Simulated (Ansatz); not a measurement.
Relaxation of BIr

These are results of DFT PBEsol, scalar-relativistic, plane waves, PAW in Ansatz 0.2.0, not measurements. Run with 420 eV cutoff, 18×18×16 k-mesh, Gaussian smearing of 0.10 eV, no spin polarisation.

What was changed: relaxed at 60 GPa.

Spin–orbit coupling is left out, which can shift energies with elements as heavy as these.

Other phases may be more stable at this pressure.

Input:

```yaml
crystal:
  lattice:
    - [2.8664971324, 0.0, 0.0]
    - [-1.4332485662, 2.4824593366, 0.0]
    - [0.0, 0.0, 2.5973973333]
  atoms:
    - { symbol: B, position: [0.3333333333, 0.6666666667, 0.5] }
    - { symbol: Ir, position: [0.0, 0.0, 0.0] }
basis:
  ecutwfc: 420
kpoints:
  mp_grid: { grid: [18, 18, 16] }
hamiltonian:
  xc: pbesol
scf:
  occupations: { method: gaussian, width: 0.1 }
output:
  forces: true
  stress: true
  eigenvalues: true
relax:
  adjacent_minimum: "off"
  f_tol: 0.008
  max_steps: 50
  cell: { stress_tol: 0.08, p_target: 60.0 }
```

F is the free energy. Steps run on the plane waves of an earlier cell, but the last one, and at times one on the way, on a freshly chosen basis, so a repeated geometry can differ a little in energy. The relaxation lowers the enthalpy F + PV at the target pressure, so F itself can rise.

Steps:

```
step F − F(1) (eV) largest force component (eV/Å) V (Å³/atom) P (GPa)
   1         0.0000                           0.000        9.241    63.03
   2        -0.0299                           0.000        9.278    59.42
   3        -0.0315                           0.000        9.279    59.80
   4        -0.0287                           0.000        9.275    60.06
   5        -0.0288                           0.000        9.275    60.06
```

Relaxed structure:

```cif
data_structure
_symmetry_space_group_name_H-M 'P 1'
_symmetry_Int_Tables_number 1
_cell_length_a 2.8600
_cell_length_b 2.8600
_cell_length_c 2.6187
_cell_angle_alpha 90.000
_cell_angle_beta 90.000
_cell_angle_gamma 120.000
_cell_volume 18.55
loop_
_atom_site_label
_atom_site_type_symbol
_atom_site_fract_x
_atom_site_fract_y
_atom_site_fract_z
_atom_site_occupancy
B1 B 0.33333 0.66667 0.50000 1
Ir1 Ir 0.00000 0.00000 0.00000 1
```

Symmetry: P-6m2, No. 187, hexagonal system. Conventional cell: a = 2.860 Å, b = 2.860 Å, c = 2.619 Å, α = 90.00°, β = 90.00°, γ = 120.00°. B (site symmetry -6m2) has 6 Ir at 2.11 Å as nearest neighbours. Around Ir (site symmetry -6m2) lie 6 B at 2.11 Å.

The run converged. The run took about 40 core-seconds.